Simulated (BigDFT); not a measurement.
A self-consistent single point of Si(F)(Me) (CH3FSi).

SMILES: C[Si]F
```xyz
6

Si    -0.2576    -0.8942     1.1228
F     -0.7151    -1.9764    -0.0470
C      0.1316     0.5192    -0.1116
H      0.0135     1.4977     0.4135
H     -0.3792     0.4671    -1.0194
H      1.2450     0.4682    -0.3660
```

All values come from this method and carry its errors: PBE, Daubechies wavelet basis, HGH (Krack) norm-conserving potentials made for PBE, isolated boundary conditions (BigDFT 1.9.6).

BigDFT settings:

basis: Daubechies wavelets
dft.hgrids: 0.324 bohr
dft.rmult: 6 8
dft.ixc: 11
potentials: built-in HGH-K PBE
boundary_conditions: free
dft.gnrm_cv: 1e-04
dft.itermax: 80
dft.idsx: 6
dft.nrepmax: 3
dft.norbv: 4
dft.nvirt: 2
dft.gnrm_cv_virt: 1e-03
dft.itermax_virt: 40

Results:

| Quantity | Value |
|---|---|
| Number of valence electrons | 18 |
| Number of orbitals | 9 |
| Size of the basis | 234521 |
| Number of SCF iterations | 13 |
| Grid steps along x, y, z | 69 × 74 × 73 |
| Total energy | -969.9117 eV |
| HOMO-LUMO gap of the one-electron levels | 2.63 eV |
| Largest force (vector length) | 3.119 eV/Å |
| Dipole moment | 1.56 D |
| Highest occupied level | -5.74 eV |

Forces (eV/Å):
```
atom      Fx      Fy      Fz
----  ------  ------  ------
Si1   -0.211  -0.099  -1.160
F2     0.191  -0.093   0.650
C3     2.083   0.453   2.276
H4     0.050  -0.246  -0.411
H5    -1.189   0.093  -1.634
H6    -0.924  -0.108   0.277
```

The grid can part forces that symmetry would make equal. Forces above 1 eV/Å remain at this geometry. The geometry comes from a cheaper method or was typed, in some cases with atoms then moved at random; it is not relaxed at this level, and the species need not be a known compound.

Cost on one core: about 70 core-seconds (a rough figure).
